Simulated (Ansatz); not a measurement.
Consider the following.

ZrIr:
```
CELL_PARAMETERS angstrom
      1.57073    -5.07054     0.00000
      1.57073     5.07054     0.00000
      0.00000     0.00000     4.46413
ATOMIC_POSITIONS crystal
  Zr 0.64330 0.35670 0.25000
  Ir 0.90847 0.09153 0.25000
  Zr 0.35670 0.64330 0.75000
  Ir 0.09153 0.90847 0.75000
```

This is the PBEsol-relaxed structure.

Task: All from PBEsol in the plane-wave PAW code Ansatz, unless another level is named. Give the formation energy from the elements (no fitted shifts).

Result: -0.83 eV/atom.

Task: Predict the density of states at the Fermi level.

Result: 0.62 states/eV per atom (mean over ±0.08 eV).

Space group Cmcm. The start of the workflow was typed in or built on a structure type; the Crystallography Open Database copy checked does not list it. COD files the formula under space group No. 221. Its standing as an ambient phase is unchecked. The PBEsol relaxation kept the symmetry of its start; whether a distortion lowers the energy is not shown. The run is not spin-polarised. The references are the lowest solids computed at this level, not always the standard phases. Scalar-relativistic: spin–orbit coupling is off unless named, which matters more the heavier the elements.

Potentials: the later of the program's two PAW sets.
